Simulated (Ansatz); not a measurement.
**Zone-centre modes in AlN**

All numbers below come from Ansatz 0.2.0, DFT r2SCAN, scalar-relativistic, plane waves, PAW. The runs took a 500 eV cutoff, a Γ-centred 12×12×6 mesh and Gaussian smearing (0.05 eV). No spin polarisation.

The undisturbed cell (as given, not relaxed at this level):

```
CELL_PARAMETERS angstrom
3.11100 0.00000 0.00000
-1.55550 2.69421 0.00000
0.00000 0.00000 4.97800
ATOMIC_POSITIONS crystal
Al 0.33333 0.66667 0.00000
Al 0.66667 0.33333 0.50000
N 0.33333 0.66667 0.38500
N 0.66667 0.33333 0.88500
```

Harmonic modes by finite displacements of 0.02 Å, without the LO–TO term.

Q: At this geometry, is the structure stable against these modes?

A: Yes: no mode is imaginary beyond 10 cm⁻¹, and only the three translations lie near zero.

Q: List the wavenumbers in cm⁻¹.

A: 0, 0, 0, 253, 253, 544, 591, 672, 672, 686, 686, 725.

Cost: 1 run of about 2.1 core-minutes, on Arm Neoverse V1 (shared hosts).